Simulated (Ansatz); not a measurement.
## Notes on YH3O3

```
CELL_PARAMETERS angstrom
6.22225 0.00000 0.00000
-3.11112 5.38862 0.00000
0.00000 0.00000 3.52206
ATOMIC_POSITIONS crystal
O 0.39580 0.31160 0.25000
O 0.08420 0.39580 0.75000
O 0.68840 0.08420 0.25000
O 0.60420 0.68840 0.75000
O 0.91580 0.60420 0.25000
O 0.31160 0.91580 0.75000
H 0.25846 0.14366 0.25000
H 0.11480 0.25846 0.75000
H 0.85634 0.11480 0.25000
H 0.74154 0.85634 0.75000
H 0.88520 0.74154 0.25000
H 0.14366 0.88520 0.75000
Y 0.33333 0.66667 0.25000
Y 0.66667 0.33333 0.75000
```

The numbers come from plane-wave PAW DFT (Ansatz): r2SCAN, no spin polarisation, 500 eV, 5×5×7 Γ-centred k points, fermi-dirac occupations (width 0.1 eV). Nothing was relaxed.

(1) Where is the largest force?

(2) How is the charge shared?

(3) Is there a gap, and of what kind?

(4) What is the character of the valence top and the conduction bottom?

Origin: a database entry at a rescaled volume.

## Answers

(1) The largest is on O1 (and as large on other atoms): 0.32 eV/Å, components (-0.25, -0.20, 0.00). It makes 31° with the line to a nearest neighbour, H7 at 0.96 Å, pointing towards it.

(2) Bader charges in e: Y +2.31, H +0.53, O -1.29. In the mean Y gives up most and O takes most.

(3) The gap is 3.83 eV, direct at the points sampled.

(4) Within 0.7 eV of the edges, the states project mainly on O p (96 %) below the gap and on H s (45 %), O p (23 %) and O s (14 %) above it.
